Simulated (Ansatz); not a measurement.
## Is this Hf₃TiN₄ structure stable?

It was reached by relaxing an invented guess, and it needn't be the stable form of this composition.

Computed with DFT PBE, scalar-relativistic, plane waves, PAW (Ansatz 0.2.0). Settings of the last relaxation (8-atom cell): 420 eV, 8×8×8 k points, Gaussian smearing of 0.10 eV, no spin polarisation.

```cif
data_structure
_symmetry_space_group_name_H-M 'P 1'
_symmetry_Int_Tables_number 1
_cell_length_a 4.4905
_cell_length_b 4.4905
_cell_length_c 4.4905
_cell_angle_alpha 90.000
_cell_angle_beta 90.000
_cell_angle_gamma 90.000
_cell_volume 90.55
loop_
_atom_site_label
_atom_site_type_symbol
_atom_site_fract_x
_atom_site_fract_y
_atom_site_fract_z
_atom_site_occupancy
Hf1 Hf 0.50000 0.00000 0.00000 1
Hf2 Hf 0.00000 0.00000 0.50000 1
Hf3 Hf 0.00000 0.50000 0.00000 1
Ti1 Ti 0.50000 0.50000 0.50000 1
N1 N 0.00000 0.50000 0.50000 1
N2 N 0.50000 0.50000 0.00000 1
N3 N 0.00000 0.00000 0.00000 1
N4 N 0.50000 0.00000 0.50000 1
```

Formation energies are uncorrected and refer to the elements' standard structures at the same level (N₂ as a molecule).

Task: These tests were run: energy against the elements; random kick, then relaxation without symmetry; phonons on a 2×2×2 q mesh; elastic tensor. What do they show?

Result:

```tsv
test	result
energy against the elements	−1.65 eV/atom
random kick, then relaxation without symmetry	returns
phonons on a 2×2×2 q mesh	no imaginary mode on the mesh
elastic tensor	least eigenvalue 129 GPa
```

It fails none of these tests. Whether a mixture of other phases lies lower isn't tested here.

These runs have no spin–orbit coupling, which can matter for Hf. The kick test ran on a coarse mesh. The run for the phonons used an 8×8×8 k mesh and Fermi–Dirac smearing of 0.15 eV. The run for the elastic tensor used an 8×8×8 k mesh and Fermi–Dirac smearing of 0.15 eV.
